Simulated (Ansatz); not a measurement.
Values for one crystal, relaxed and computed with the program Ansatz at the r²SCAN level (PAW); other levels are named.

```yaml
volume_per_atom: 16.96 Å³
electronic_character: metallic (no gap)
Formation energy from the elements (no fitted shifts): -0.29 eV/atom
Pressure derivative B′: 4.1
Bulk modulus (Birch–Murnaghan fit): 95.4 GPa
Density of states at the Fermi level: 0.62 states/eV per atom (mean over ±0.08 eV)
```

Question: Pick the material that matches.
A. ZnAg, CsCl type
B. TcPt3, I4/mmm (Tc on 2a, Pt on 4d, Pt on 2b)
C. GaIr, CsCl type
D. ScCu, CsCl type

Answer: D, ScCu, CsCl type

Space group Pm-3m (CsCl type). The workflow started from an entry of the Crystallography Open Database (COD). Whether it is the stable phase at ambient conditions was not checked. The r²SCAN relaxation kept the symmetry of its start; its stability against distortions is not shown here. The run is not spin-polarised. The references are the lowest solids computed at this level, not always the standard phases.

Potentials: the later of the program's two PAW sets.
